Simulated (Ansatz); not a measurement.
This cell of TiP (space group P6_3/mmc) is off equilibrium:

```yaml
crystal:
  lattice:
    - [6.85464, 0.00000, 0.00000]
    - [-1.71366, 2.96814, 0.00000]
    - [0.00000, 0.00000, 11.51432]
  atoms:
    - { symbol: Ti, position: [0.16667, 0.71919, 0.38384] }
    - { symbol: Ti, position: [0.66667, 0.61415, 0.38384] }
    - { symbol: Ti, position: [0.33333, 0.28081, 0.61616] }
    - { symbol: Ti, position: [0.83333, 0.38585, 0.61616] }
    - { symbol: Ti, position: [0.33333, 0.28081, 0.88384] }
    - { symbol: Ti, position: [0.83333, 0.38585, 0.88384] }
    - { symbol: Ti, position: [0.16667, 0.71919, 0.11616] }
    - { symbol: Ti, position: [0.66667, 0.61415, 0.11616] }
    - { symbol: P, position: [0.33333, 0.37753, 0.25000] }
    - { symbol: P, position: [0.83333, 0.28914, 0.25000] }
    - { symbol: P, position: [0.16667, 0.62247, 0.75000] }
    - { symbol: P, position: [0.66667, 0.71086, 0.75000] }
    - { symbol: P, position: [0.00000, 0.04988, 0.50000] }
    - { symbol: P, position: [0.50000, 0.95012, 0.50000] }
    - { symbol: P, position: [0.00000, 0.04988, 0.00000] }
    - { symbol: P, position: [0.50000, 0.95012, 0.00000] }
```

All values below come from LDA (plane waves to 420 eV, PAW, scalar-relativistic; Ansatz, a program for electronic structure). k mesh 8×16×4 (Γ-centred), Fermi-Dirac smearing 0.05 eV. Compression counts positive. With partly filled bands, energies and forces of such displacements shift with the k mesh and the smearing. TiP is run without spin polarisation. TiP was relaxed with its symmetry unable to fall.

Q: Predict the force on every atom, in eV/Å.

A: 
```
atom      Fx      Fy      Fz
----  ------  ------  ------
Ti1    0.373  -0.728  -0.090
Ti2   -0.444   0.688  -0.090
Ti3   -0.373   0.728   0.090
Ti4    0.444  -0.688   0.090
Ti5   -0.373   0.728  -0.090
Ti6    0.444  -0.688  -0.090
Ti7    0.373  -0.728   0.090
Ti8   -0.444   0.688   0.090
P9     0.258  -0.412   0.000
P10   -0.227   0.429   0.000
P11   -0.258   0.412   0.000
P12    0.227  -0.429   0.000
P13    0.248  -0.430   0.000
P14   -0.248   0.430   0.000
P15    0.248  -0.430   0.000
P16   -0.248   0.430   0.000
```

Q: What is the stress tensor (GPa)?

A: 
```
    0.8      0.9      0.0
    0.9     -0.3      0.0
    0.0      0.0      0.3
```
The pressure, a third of the trace, is 0.3 GPa.

(A displaced cell: forces are minus the slopes of the energy, force constants its curvatures, and phonons follow from these.)
